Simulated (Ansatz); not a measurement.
Here is the system:

NbSn$_{2}$:
Space group Fddd, origin choice 1 (No. 70); a = 5.640 Å, b = 9.792 Å, c = 19.054 Å, α = β = γ = 90.00°

| atom | site | symmetry | x | y | z |
|---|---|---|---|---|---|
| Nb | 16g | ..2 | 0.0000 | 0.0000 | 0.1269 |
| Sn | 16f | .2. | 0.0000 | 0.1692 | 0.0000 |
| Sn | 16g | ..2 | 0.0000 | 0.0000 | 0.4173 |
(The calculation used a cell of 12 atoms; values per cell refer to that cell.)

This is the PBEsol-relaxed structure.

### Question
All from PBEsol in the plane-wave PAW code Ansatz, unless another level is named. Predict the formation energy from the elements (no fitted shifts).

### Answer
-188 meV/atom.

### Question
What about the density of states at the Fermi level?

### Answer
0.55 states/eV per atom (mean over ±0.08 eV).

The first step of the workflow began from a Materials Project structure, measured or hypothetical; the Crystallography Open Database files this formula in space group No. 70, but the cells were not matched. Its standing as an ambient phase is unchecked. Symmetry was held in the PBEsol relaxation; whether a distortion lowers the energy is not shown. The run is not spin-polarised. Axis ratios of metals converge slowly with the k-mesh, so a and c are less sure than the volume. The references are the lowest solids computed at this level, not always the standard phases. Scalar-relativistic: spin–orbit coupling is off unless named, which matters more the heavier the elements.

Potentials: the later of the program's two PAW sets.
